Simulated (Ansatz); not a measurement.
**Structure relaxation, Pd**

The start is a relaxed Pd cell displaced along its unstable phonon at q = (½, 0, 0) of its primitive reciprocal cell (42i cm⁻¹), largest move 0.15 Å. The structure is fully relaxed (lattice and positions, P = 0) with PBEsol (plane waves to 420 eV, PAW, scalar-relativistic; Ansatz, a quantum-chemistry and plane-wave program). First-step values are on the input's coarse k-mesh.

Ansatz input (later rounds restart from its end on a renewed k-mesh):
Ansatz 0.2 input:
```yaml
crystal:
  lattice:
    - [8.8528764224, 0, 0]
    - [-2.2132191056, 3.8334079392, 0]
    - [0, 0, 2.6306037332]
  atoms:
    - { symbol: Pd, position: [0, 0, -0.0122339565] }
    - { symbol: Pd, position: [0.5, 0, 0.0122339565] }
    - { symbol: Pd, position: [0.1666666667, 0.6666666667, 0.442978869] }
    - { symbol: Pd, position: [0.6666666667, 0.6666666667, 0.557021131] }
    - { symbol: Pd, position: [0.3333333333, 0.3333333333, 0.557021131] }
    - { symbol: Pd, position: [0.8333333333, 0.3333333333, 0.442978869] }
basis: { ecutwfc: 420, ecutrho_ratio: 4, xc_grid: 2, fft_grid_basis: typed }
kpoints: { mp_grid: { grid: [9, 9, 12] } }
hamiltonian:
  xc: pbesol
  dispersion: none
  pseudopotentials: { kind: paw }
scf: { occupations: { method: fermi_dirac, width: 0.05 } }
relax: { f_tol: 0.01, max_steps: 100, cell: { stress_tol: 0.02 } }
output: { forces: true, stress: true }
```

```yaml
volume_change: -2.2 %, from 14.88 to 14.55 Å³/atom
relative_to_the_parent: "It does not go back: it reaches Fm-3m (No. 225), fcc (Cu type), 0.13 eV/atom below the parent"
optimiser_moves: 10
```

The end point of the relaxation:

```cif
data_Pd4
_chemical_formula_sum 'Pd4'
_space_group_name_H-M_alt 'Fm-3m'
_space_group_IT_number 225
_space_group_name_Hall '-F 4 2 3'
_cell_length_a 3.87575
_cell_length_b 3.87575
_cell_length_c 3.87575
_cell_angle_alpha 90.000
_cell_angle_beta 90.000
_cell_angle_gamma 90.000
loop_
_atom_site_label
_atom_site_type_symbol
_atom_site_symmetry_multiplicity
_atom_site_Wyckoff_symbol
_atom_site_fract_x
_atom_site_fract_y
_atom_site_fract_z
_atom_site_occupancy
Pd1 Pd 4 b 0.50000 0.50000 0.50000 1
```
(The calculation used a cell of 1 atom; values per cell refer to that cell.)

Final values are on a 21×21×21 k-mesh of the relaxed cell. No spin polarisation in the result.

The run could not lose the symmetry of its start.

Of the parent cell (P6/mmm (No. 191)): it is a generated cell of Pd: the first start was made by placing the elements on the sites of a structure type, and the end was not matched to a known phase here, so it may be hypothetical. Known forms of Pd include space group No. 225.
